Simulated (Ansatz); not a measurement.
SiO₂ in space group Pn-3m (No. 224; Si on 2a, O on 4b) under volume change, r²SCAN (plane waves, PAW; program Ansatz), scaled uniformly.

```tsv
V (Å³/atom)	E − E(relaxed) (meV/atom)	P (GPa)
8.154	80.5	34.59
8.423	33.9	21.29
8.692	8.1	9.85
8.961	0.0	0.01
9.230	7.2	-8.45
9.498	27.7	-15.73
9.767	59.4	-21.98
```

Task: What does a third-order Birch–Murnaghan fit give for V₀, B₀ and B′?

Result: V₀ = 8.96 Å³/atom, B₀ = 303 GPa, B′ = 4.0.

The workflow started from a Materials Project entry (that database holds measured and hypothetical structures alike); the Crystallography Open Database copy checked does not list it. It is not the phase usual at ambient conditions (space group No. 92, 152, 154). Symmetry was held in the r²SCAN relaxation; phonons on a q-mesh show no instability.

Potentials: the earlier of the program's two PAW sets.
